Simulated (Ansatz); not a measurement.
ZnGa$_{2}$S$_{4}$:
```
ZnGa2S4
1.0
   -2.62928     2.62928     5.16686
    2.62928    -2.62928     5.16686
    2.62928     2.62928    -5.16686
Zn Ga S
1 2 4
Cartesian
  2.62928   0.00000   2.58343
  0.00000   0.00000   0.00000
  0.00000   2.62928   2.58343
  1.34866   1.38344   1.22020
 -1.24585   1.28062   3.94666
  1.28062   1.24585   6.38706
  3.87513   1.34866  -1.22020
```

x, y and z are the axes in which the lattice vectors are written.

**Question.** Give the proper piezoelectric stress tensor with relaxed ions from plane-wave PAW PBEsol (Ansatz code).

**Answer.** In C/m², rows x, y, z, Voigt columns; mesh uncertainty up to 0.00.
```
 0.00   0.00   0.00   0.12   0.03   0.00
 0.00   0.00   0.00  -0.03   0.12   0.00
 0.01  -0.01   0.00   0.00   0.00   0.17
```

The elastic tensor of the same run (GPa):

```
70.8  33.8  37.0   0.0   0.0   0.8
33.8  70.8  37.0   0.0   0.0  -0.8
37.0  37.0  76.9   0.0   0.0   0.0
 0.0   0.0   0.0  42.4   0.0   0.0
 0.0   0.0   0.0   0.0  42.4   0.0
 0.8  -0.8   0.0   0.0   0.0  42.7
```

**Question.** Convert to strain constants d = e·S.

**Answer.** In pC/N:
```
 0.0   0.0   0.0   2.8   0.6   0.0
 0.0   0.0   0.0  -0.6   2.8   0.0
 0.2  -0.2   0.0   0.0   0.0   3.9
```

Space group I-4. The workflow started from a Materials Project entry (that database holds measured and hypothetical structures alike); the Crystallography Open Database copy checked does not list it. Whether it is the stable phase at ambient conditions was not checked. Symmetry was held in the PBEsol relaxation; its stability against distortions is not shown here. Signs of piezoelectric constants follow the polarity of the cell as given.

Potentials: the later of the program's two PAW sets.
